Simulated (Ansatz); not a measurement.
With the program Ansatz at the r²SCAN level (PAW), NbAg in the orthorhombic phase (Pmma; Ag on 2e, Nb on 2f) relaxes to a = 4.743 Å, b = 2.762 Å, c = 5.304 Å. Against the elements it lies at 0.29 eV/atom, with no fitted shifts.

Electronic character: metallic (no gap). Gap from r²SCAN with spin–orbit coupling: none (metallic).

An equation-of-state fit gives a bulk modulus of 150 GPa. Bader charges are Ag -0.61, Nb +0.61 e.

The start of the workflow was typed in or built on a structure type; neither database checked (COD, Materials Project) lists it. Its standing as an ambient phase is unchecked. Symmetry was held in the r²SCAN relaxation; its stability against distortions is not shown here. No spin polarisation was allowed. Its formation energy is positive at this level, so the cell may be metastable or incomplete. Axis ratios of metals converge slowly with the k-mesh, so a and c are less sure than the volume. The references are the lowest solids computed at this level, not always the standard phases. Spin–orbit coupling is left out wherever it is not named.

Potentials: the later of the program's two PAW sets.
